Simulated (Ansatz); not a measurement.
CsBH$_{4}$:
```
CELL_PARAMETERS angstrom
      0.00000     3.61142     3.61142
      3.61142     0.00000     3.61142
      3.61142     3.61142     0.00000
ATOMIC_POSITIONS crystal
  Cs 0.00000 0.00000 0.00000
  B  0.50000 0.50000 0.50000
  H  0.40123 0.40123 0.79630
  H  0.40123 0.79630 0.40123
  H  0.79630 0.40123 0.40123
  H  0.40123 0.40123 0.40123
```

Relaxed with PBEsol.

Task: Give the Bader charges and basin volumes of the independent atoms, plane-wave PAW PBEsol (Ansatz code).

Result: 

```json
[
 {"atom": "Cs1", "Bader charge (e)": "+0.84", "Bader volume (Å³)": "37.8"},
 {"atom": "B2", "Bader charge (e)": "+1.60", "Bader volume (Å³)": "5.0"},
 {"atom": "H3", "Bader charge (e)": "-0.61", "Bader volume (Å³)": "11.6"}
]
```

Space group F-43m. The first step of the workflow began from a Materials Project structure, measured or hypothetical; the Crystallography Open Database copy checked does not list it. Its standing as an ambient phase is unchecked. The cell was relaxed with PBEsol under the symmetry of its start; its stability against distortions is not shown here. Spin–orbit coupling is left out wherever it is not named.

Potentials: the later of the program's two PAW sets.
